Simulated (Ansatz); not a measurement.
Input and command of a plane-wave DFT calculation in Ansatz:

```yaml
crystal:
  lattice:
    - [2.8899391182, 1.6685071278, 5.260123179]
    - [-2.8899391182, 1.6685071278, 5.260123179]
    - [0.0, -3.3370142557, 5.260123179]
  atoms:
    - { symbol: Al, position: [0.85218, 0.85218, 0.85218] }
    - { symbol: Al, position: [0.64782, 0.64782, 0.64782] }
    - { symbol: Al, position: [0.14782, 0.14782, 0.14782] }
    - { symbol: Al, position: [0.35218, 0.35218, 0.35218] }
    - { symbol: Si, position: [0.05625, 0.44375, 0.75] }
    - { symbol: Si, position: [0.75, 0.05625, 0.44375] }
    - { symbol: Si, position: [0.44375, 0.75, 0.05625] }
    - { symbol: Si, position: [0.94375, 0.55625, 0.25] }
    - { symbol: Si, position: [0.25, 0.94375, 0.55625] }
    - { symbol: Si, position: [0.55625, 0.25, 0.94375] }
basis:
  ecutwfc: 420
kpoints:
  mp_grid: { grid: [6, 6, 6] }
hamiltonian:
  xc: pbe
scf:
  occupations: { method: gaussian, width: 0.1 }
  lower_state_search: "off"
output:
  forces: true
  stress: true
  eigenvalues: true
relax:
  adjacent_minimum: "off"
  f_tol: 0.04
  max_steps: 70
  cell: { stress_tol: 0.4 }
```

```bash
ansatz run input.yaml --threads 1 --pin off --max-ram 2560MiB --backend cpu --events-out ev --progress --plain --runs-dir out
```

Processor: Arm Neoverse V1, 1 thread, on a host shared with other jobs.

Task: Estimate time, memory and problem size.

Result: About 2.4 min on 1 thread of Arm Neoverse V1, on a shared host, peak memory 0.46 GiB. It solves 28 bands at 32 k points (the mesh reduced by the symmetry that the task leaves, which can be less than the crystal's) with about 3295 plane waves (on the last cell), in 83 SCF iterations over 16 ionic steps.
